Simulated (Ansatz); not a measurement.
Electric field gradients in K2PtC6N6

The cell is a diffraction structure from the COD, its atoms then relaxed with PBE in this cell.

Space group P-31m (No. 162); a = 7.3928, c = 6.6613 Å, γ = 120.00°.

| site | Wyckoff | site symmetry | x | y | z |
| --- | --- | --- | --- | --- | --- |
| K | 2d | 3.2 | 0.3333 | 0.6667 | 0.5000 |
| Pt | 1a | -3.m | 0.0000 | 0.0000 | 0.0000 |
| C | 6k | ..m | 0.2230 | 0.2230 | 0.1740 |
| N | 6k | ..m | 0.3513 | 0.3513 | 0.2751 |

One atom of each set is listed.

Computed with Ansatz: DFT, r2SCAN, plane waves and PAW, scalar-relativistic, 500 eV cutoff, Γ-centred 5×5×5 k-points, Fermi–Dirac smearing 0.05 eV.

V_zz is the principal component of the electric field gradient with the largest magnitude, η = (V_xx − V_yy)/V_zz and C_Q = eQV_zz/h.

39K: I = 3/2, Q = 60.30 mb; 14N: I = 1, Q = 20.44 mb. Q values from Pyykkö, Mol. Phys. 116, 1328 (2018).

Task: Give the quadrupolar parameters of the distinct sites.

Result: 

```tsv
site	atoms	first shell	V_xx, V_yy, V_zz (10²¹ V/m²)	η	C_Q (MHz)
K	2	6 N at 2.83 Å	-0.39, -0.39, 0.77	0.00	1.12
Pt	1	6 C at 2.02 Å	0.18, 0.18, -0.35	0.00	–
C	6	1 N at 1.16 Å, 1 Pt at 2.02 Å, angle 180°	2.02, 2.31, -4.32	0.07	–
N	6	1 C at 1.16 Å; also 2 K at 2.83 Å, 1 Pt at 3.18 Å	3.71, 3.74, -7.45	0.00	-3.68
```

An axis of threefold or higher order runs through K and Pt, so V_zz lies along it and η is zero. At C V_zz points along the shorter of its two bonds, to N (within 1°). At N V_zz points along its bond to C (within 1°).

Pt, C have no stable isotope with a ground-state quadrupole moment in the table, so no C_Q is given.

The largest force is 0.9 eV/Å, so the atoms aren't at the calculated equilibrium and relaxing them would move these values. Spin–orbit coupling is left out, which shifts gradients on Pt by a few per cent, and by more where contributions nearly cancel. With these PAW files V_zz is typically within 2 to 3 % of all-electron values, but misses above 10 % occur on Pt. The database entry as given showed forces above 3 eV/Å or a pressure above 30 GPa, though relaxing it moves no atom far.
